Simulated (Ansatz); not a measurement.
Relaxed-ion elastic tensor of LiAlSi$_{4}$O$_{10}$ in space group P2/c (No. 13; Pearson symbol mP32) in GPa (Voigt order), the program Ansatz at the PBEsol level (PAW); density 2.35 g/cm³, 13.55 Å³ per atom.

```
  168    6.3   51.9    0.0  -10.3    0.0
  6.3   86.3    2.3    0.0    2.4    0.0
 51.9    2.3    122    0.0   31.2    0.0
  0.0    0.0    0.0   45.6    0.0  -10.1
-10.3    2.4   31.2    0.0   43.9    0.0
  0.0    0.0    0.0  -10.1    0.0   33.4
```

Task: Is the crystal mechanically stable?

Result: Yes: the smallest eigenvalue of C is 27.0 GPa.

Task: Work out the Voigt, Reuss and Hill averages.

Result: K_V = 55.4, K_R = 44.9, K_H = 50.1; G_V = 45.7, G_R = 36.8, G_H = 41.3 GPa.

Task: Give Young's modulus, Poisson's ratio, Pugh's ratio and the universal anisotropy index.

Result: E = 9KG/(3K + G) = 97.1 GPa; ν = 0.18; K/G = 1.21 (brittle by the Pugh limit of 1.75); A_U = 5G_V/G_R + K_V/K_R − 6 = 1.44.

Task: Estimate the sound speeds and the Debye temperature.

Result: v_l = √((K + 4G/3)/ρ) = 6690 m/s, v_t = √(G/ρ) = 4190 m/s, mean 4620 m/s; Θ = (h/k)(3n/4πV)^(1/3) v_m = 577 K.

Task: How much does each axis shrink under pressure?

Result: Linear compressibilities β_i = Σ_j S_ij (j = 1 to 3): x 2.6, y 11, z 8.4 per TPa.

The first step of the workflow began from a Materials Project structure, measured or hypothetical; the Crystallography Open Database files this formula in space group No. 13, but the cells were not matched. Whether it is the stable phase at ambient conditions was not checked. The PBEsol relaxation kept the symmetry of its start; whether a distortion lowers the energy is not shown.

Potentials: the later of the program's two PAW sets.
